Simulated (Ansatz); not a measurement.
**Cd (hcp, Mg type): map of one atom of the cell**

Starting cell, Cd (hcp, Mg type):

```
Cd
1.0
    3.01606     0.00000     0.00000
   -1.50803     2.61198     0.00000
    0.00000     0.00000     5.81912
Cd
2
Cartesian
  0.00000   1.74132   4.36434
  1.50803   0.87066   1.45478
```

In this cell atom 2 (Cd, nearest neighbour Cd at 3.016 Å; its periodic images, 3.0 Å or more away, move with it) is moved by u·(0.707, 0.707, 0.000) + v·(0.000, 0.000, 1.000); the rest is frozen.

Calculation: PBE (plane waves to 420 eV, PAW, scalar-relativistic; Ansatz, an electronic-structure program). k mesh 14×14×7 (Γ-centred), Fermi-Dirac smearing 0.05 eV. E stands for the smeared free energy. Compression counts positive. With partly filled bands, energies and forces of such displacements shift with the k mesh and the smearing. On this mesh the relaxed cell isn't quite at rest: it carries a pressure of 0.2 GPa (compression positive) at the zero of the scan. Cd was relaxed with its symmetry unable to fall. The relaxed volume of Cd is well above the measured one; the method has no dispersion term. The zero of ΔE is the undisplaced structure. Axes are in Å.

ΔE (meV/cell), with u across and v down:

```
v \ u   -0.750  -0.375  0.000  0.375  0.750
------  ------  ------  -----  -----  -----
-0.750     777     646    570    686   1061
-0.375     168     134    114    145    241
0.000       25      10      0     15     60
0.375      168     134    114    145    241
0.750      777     646    570    686   1061
```

P (GPa), with u across and v down:

```tsv
v \ u	-0.750	-0.375	0.000	0.375	0.750
-0.750	11.1	9.6	8.8	10.0	13.9
-0.375	2.9	2.3	1.9	2.4	4.0
0.000	0.9	0.5	0.2	0.5	1.5
0.375	2.9	2.3	1.9	2.4	4.0
0.750	11.1	9.6	8.8	10.0	13.9
```

Summary:

```
Quantity                                                                                                             Result
------------------------------------------------------  -------------------------------------------------------------------
Lowest place on the grid                                                              u = 0.000 Å, v = 0.000 Å (0 meV/cell)
Highest place on the grid, met at several equal points  u = 0.750 Å, v = -0.750 Å; u = 0.750 Å, v = 0.750 Å (1061 meV/cell)
```

(A displaced cell: forces are minus the slopes of the energy, force constants its curvatures, and phonons follow from these.)
